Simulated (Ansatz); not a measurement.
**Data sheet: ZnInNO (DFT)**

ZnInNO:
```
ZnInNO
1.0
    3.44964     0.00000     0.00000
   -1.72482     2.98747     0.00000
    0.00000     0.00000     5.39697
In Zn O N
1 1 1 1
Direct
  0.33333   0.66667   0.51090
  0.66667   0.33333   0.99695
  0.33333   0.66667   0.11124
  0.66667   0.33333   0.63091
```

Space group P3m1 (No. 156); conventional cell a = b = 3.450 Å, c = 5.397 Å, α = β = 90.00°, γ = 120.00°.

Method: r²SCAN in the plane-wave PAW code Ansatz. Structure relaxed to zero pressure with the same functional. Other levels are named where they apply.

### Cell and energy

```yaml
volume_per_atom: 13.90 Å³
density: 6.28 g/cm³
Formation energy from the elements (no fitted shifts): -76 kJ/mol of atoms
```

### Electronic structure

```yaml
band_gap: 0.28 eV (direct)
valence_band_maximum: at Γ
conduction_band_minimum: at Γ
electron_effective_mass: 0.054, 0.054, 0.099 mₑ (principal values)
Electron effective mass with spin–orbit coupling: 0.054, 0.054, 0.099 mₑ (principal values)
Hole effective mass, band 1 of 2 at the edge: 1.4 along x, 4.9 along z (mₑ)
Hole effective mass, band 2 of 2 at the edge: 0.053 along x, 4.9 along z (mₑ)
Hole effective mass with spin–orbit coupling: 0.11, 0.11, 5.2 mₑ (principal values)
HSE06 gap on the r²SCAN cell: 1.07 eV
Gap with spin–orbit coupling: 0.28 eV
```

### Mechanics

```yaml
Bulk modulus (Birch–Murnaghan fit): 136 GPa
Pressure derivative B′: 4.2
Elastic constants (relaxed ions, GPa): C11 = 211, C12 = 116, C13 = 98.1, C14 = 0.2, C33 = 194, C44 = 43.7
mechanical_stability: stable (all eigenvalues of C positive)
hill_bulk_and_shear_moduli: 137 and 47.0 GPa
Young's modulus: 127 GPa
Poisson's ratio: 0.35
debye_temperature_from_the_elastic_constants: 381 K
```

### Charges

```yaml
bader_charges: In +1.62, Zn +1.22, O -1.29, N -1.55 e
```

The start of the workflow was typed in or built on a structure type; neither database checked (COD, Materials Project) lists it. Its standing as an ambient phase is unchecked. Symmetry was held in the r²SCAN relaxation; whether a distortion lowers the energy is not shown. The references are the lowest solids computed at this level, not always the standard phases (solids in place of the gases). Scalar-relativistic: spin–orbit coupling is off unless named, which matters more the heavier the elements.

Potentials: the earlier of the program's two PAW sets. The files were generated under PBE; for other functionals the program regenerates the frozen cores, and for LDA and PBEsol the local potential too.
